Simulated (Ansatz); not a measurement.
Relaxed candidate structures of SiRu:

A. P4/mmm (No. 123), tP2; a = b = 3.2853 Å, c = 2.8829 Å, α = β = γ = 90.00°; Ru 1b (0.000, 0.000, 0.500); Si 1d (0.500, 0.500, 0.500)

B. Pmma (No. 51), oP4; a = 4.483 Å, b = 2.455 Å, c = 6.509 Å, α = 90.00°, β = 90.00°, γ = 90.00°; Ru 2f (0.250, 0.500, 0.434); Si 2f (0.250, 0.500, 0.075)

C. Immm (No. 71), oI4; a = 3.0047 Å, b = 3.8031 Å, c = 4.8783 Å, α = β = γ = 90.00°; Ru 2a (0.000, 0.000, 0.000); Si 2c (0.000, 0.000, 0.500)

D. P4₂/mmc (No. 131), tP4; a = b = 3.395 Å, c = 6.051 Å, α = β = γ = 90.00°; Si 2c (0.000, 0.500, 0.000); Ru 2e (0.000, 0.000, 0.250)

E. Pm-3m (No. 221), cP2, CsCl type; a = b = c = 2.9100 Å, α = β = γ = 90.00°; Si 1a (0.000, 0.000, 0.000); Ru 1b (0.500, 0.500, 0.500)

F. P6₃mc (No. 186), hP12; a = b = 4.0158 Å, c = 12.2565 Å, α = β = 90.00°, γ = 120.00°; Si 2a (0.000, 0.000, 0.044); Si 2b (0.667, 0.333, 0.340); Si 2b (0.333, 0.667, 0.225); Ru 2a (0.000, 0.000, 0.337); Ru 2b (0.667, 0.333, 0.158); Ru 2b (0.333, 0.667, 0.020)…

### Question
Order them by energy per atom (lowest first) at the level PBEsol (plane waves to 420 eV, PAW, scalar-relativistic; Ansatz, an electronic-structure program).

### Answer
E (reference, the lowest among the structures calculated here), F (+0.41 eV/atom), C (+0.65 eV/atom), D (+0.83 eV/atom), A (+1.15 eV/atom), B (+1.43 eV/atom)

Probably no minimum, since a slightly shaken restart fell lower: P4/mmm, tP2 (by 0.99 eV/atom, to P-6m2). Each run could gain symmetry but not lose that of its start, so entries can be saddle points. From databases, or of a type measured for this composition: Pm-3m, cP2, CsCl type; the others are generated cells (placed on structure types, drawn at random, substituted or restacked) that were not matched to a known phase here. The real structure of this composition may not be among these. Energies are at zero temperature and pressure, without zero-point motion. No spin polarisation in the result. A magnetic state may lie lower.
